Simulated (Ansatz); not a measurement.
Cu₃Ge:
```xyz
8
Lattice="4.1576 0.0000 0.0000 0.0000 5.2177 0.0000 0.0000 0.0000 4.5052" Properties=species:S:1:pos:R:3 pbc="T T T"
Cu     0.0000     2.6088     0.7481
Cu     2.0788     0.0000     3.7571
Cu     2.0788     1.2964     1.5168
Cu     2.0788     3.9213     1.5168
Cu     0.0000     1.3125     2.9883
Cu     0.0000     3.9052     2.9883
Ge     2.0788     2.6088     3.7270
Ge     0.0000     0.0000     0.7782
```

This is the PBEsol-relaxed structure.

Question: All from plane-wave PAW PBEsol (Ansatz code), unless another level is named. Predict the electronic character.

Answer: metallic (no gap).

Question: Next, the formation energy from the elements (no fitted shifts)?

Answer: -0.036 eV/atom.

Question: Next, the density of states at the Fermi level?

Answer: 0.28 states/eV per atom (mean over ±0.08 eV).

Question: Next, the gap with spin–orbit coupling?

Answer: none (metallic).

Space group Pmmn. The workflow started from a Materials Project entry (that database holds measured and hypothetical structures alike); the Crystallography Open Database copy checked does not list it. Its standing as an ambient phase is unchecked. The cell was relaxed with PBEsol under the symmetry of its start; whether a distortion lowers the energy is not shown. No spin polarisation was allowed. The references are the lowest solids computed at this level, not always the standard phases. Spin–orbit coupling is left out wherever it is not named.

Potentials: the later of the program's two PAW sets.
